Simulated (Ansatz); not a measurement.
Relaxed-ion elastic tensor of YZn (CsCl type, Pm-3m) in GPa (Voigt order), DFT-PBEsol in the program Ansatz with PAW potentials; density 5.87 g/cm³, 21.82 Å³ per atom.

```
96.8  51.6  51.6   0.0   0.0   0.0
51.6  96.8  51.6   0.0   0.0   0.0
51.6  51.6  96.8   0.0   0.0   0.0
 0.0   0.0   0.0  46.9   0.0   0.0
 0.0   0.0   0.0   0.0  46.9   0.0
 0.0   0.0   0.0   0.0   0.0  46.9
```

Task: Is the crystal mechanically stable?

Result: Yes: the smallest eigenvalue of C is 45.2 GPa.

Task: Work out the Voigt, Reuss and Hill averages.

Result: K_V = 66.6, K_R = 66.6, K_H = 66.6; G_V = 37.2, G_R = 32.8, G_H = 35.0 GPa.

Task: Give Young's modulus, Poisson's ratio, Pugh's ratio and the universal anisotropy index.

Result: E = 9KG/(3K + G) = 89.3 GPa; ν = 0.28; K/G = 1.90 (ductile by the Pugh limit of 1.75); A_U = 5G_V/G_R + K_V/K_R − 6 = 0.67.

Task: Estimate the sound speeds and the Debye temperature.

Result: v_l = √((K + 4G/3)/ρ) = 4390 m/s, v_t = √(G/ρ) = 2440 m/s, mean 2720 m/s; Θ = (h/k)(3n/4πV)^(1/3) v_m = 290 K.

Task: Give the Zener ratio and Young's modulus along [100], [110] and [111].

Result: A = 2C44/(C11 − C12) = 2.08; 1/E = S11 − 2(S11 − S12 − S44/2)Γ with Γ = 0, 1/4, 1/3 gives 60.9, 93.6, 114 GPa.

Task: Solve the Christoffel equation for the three sound speeds along [100], [110], [111].

Result: Eigenvalues of C_ijkl n_j n_l equal ρv². In km/s, slowest first: [100] 2.83, 2.83, 4.06; [110] 1.96, 2.83, 4.54; [111] 2.29, 2.29, 4.69.

The workflow started from an entry of the Crystallography Open Database (COD). Its standing as an ambient phase is unchecked. The PBEsol relaxation kept the symmetry of its start; of distortions, only those at the zone centre were tested. The run is not spin-polarised. As this level gives no gap, shear constants depend on the k-mesh and smearing (Fermi–Dirac, 0.1 eV here).

Potentials: the later of the program's two PAW sets.
